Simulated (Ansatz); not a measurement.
## CdGeAs₂, one structure, two calculations

Cell: a Materials Project structure (computed, not necessarily an observed phase), taken as it stands.

Space group I-42d (No. 122); a = 5.9777, c = 11.3286 Å.

```csv
site,Wyckoff,site symmetry,x,y,z
Cd,4b,-4..,0.5000,0.0000,0.2500
Ge,4a,-4..,0.0000,0.0000,0.0000
As,8d,.2.,0.2212,0.7500,0.1250
```

One atom of each set is listed; the run and its k-mesh use a cell of 8 atoms with edges of 7.07, 7.07, 7.07 Å.

First run. Level of theory: DFT, PBE, plane waves and PAW, scalar-relativistic, 420 eV cutoff, Γ-centred 7×7×7 k-points, Fermi–Dirac smearing 0.02 eV (Ansatz 0.2.0).

```csv
site,V_zz (10²¹ V/m²),η
Cd,4.10,0.00
Ge,0.30,0.00
As,-15.80,0.74
```

Second run. The same atoms and settings, except that the functional is r2SCAN and the cutoff is 500 eV.

Task: Given the first result, estimate the second.

Result: 

```
site    V_zz     η  change of V_zz
  Cd    4.45  0.00           +0.35
  Ge    0.26  0.00           -0.04
  As  -17.32  0.74           -1.52
```

The largest change of V_zz is on As, from -15.80 to -17.32. In per cent, |V_zz| changes by +9 on Cd, +10 on As (all sites that start above 0.5).

Without spin–orbit coupling (the program notes it for Cd) the gradients can shift somewhat, as the gap is small.
For the first run: With a gap of 0.15 eV under a smearing of 0.02 eV the band edges are partly filled, so small gradients can hang on the smearing and the k-mesh.
For the second run: With a gap of 0.10 eV under a smearing of 0.02 eV the band edges are partly filled, so small gradients can hang on the smearing and the k-mesh.
